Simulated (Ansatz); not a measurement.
## AlB2-type CaCo2

The computed numbers are results of PBEsol, scalar-relativistic (collinear spin) in the plane-wave PAW code Ansatz at 420 eV, 10×10×8 k-mesh, Gaussian smearing of 0.05 eV; PAW files: Ansatz's generated set soft_2.

```
CELL_PARAMETERS angstrom
3.75125 0.00000 0.00000
-1.87563 3.24868 0.00000
0.00000 0.00000 4.33452
ATOMIC_POSITIONS crystal
Ca 0.00000 0.00000 0.00000
Co 0.33333 0.66667 0.50000
Co 0.66667 0.33333 0.50000
```

The structure was built from a prototype; whether the compound forms in it isn't claimed.

Magnetic state: ferromagnetic, site spin moments Ca -0.10; Co 1.22 μB.

The cell is relaxed to zero pressure at this level.

The cell has space group P6/mmm (read at 0.01 Å). In it the stress is -0.02, -0.02, 0.03, 0.00, 0.00, 0.00 GPa and the largest force component 0.000 eV/Å. Each change below starts from this cell, without further relaxation. Stress is in GPa, positive in compression, in the order xx, yy, zz, yz, xz, xy; energies are counted from the cell above and are free energies with the smearing's entropy, which match forces and stress in a metal.

What happens when atom 3 (Co) is moved by 0.08 Å along y?

The energy changes by 46.6 meV per cell, and the force on it along the shift is -1.128 eV/Å (−F/u = 14.10 eV/Å²). Stress: 2.84, -1.97, 0.12, 0.00, 0.00, 0.00.
| atom | Fx (eV/Å) | Fy | Fz |
| --- | --- | --- | --- |
| Ca1 | 0.000 | 0.109 | 0.000 |
| Co2 | 0.000 | 1.019 | 0.000 |
| Co3 | 0.000 | -1.128 | 0.000 |
In a harmonic crystal the energy would rise by −½F·u = ½ × 14.10 × 0.08² eV = 45.1 meV, close to the run's value; the rest is anharmonic or numerical.

A single strain component, atoms carried along, gave the stress 1.97, 0.84, 0.52, 0.00, 0.00, 0.00. Which component, and about how large?

An engineering strain of -1 % in xx; the energy changes by 3.1 meV per cell.

The run wasn't fully tested for a lower electronic state. Site moments are of spin, integrated over atomic spheres. Only parallel moments were tried, so the real magnetic order may be another.
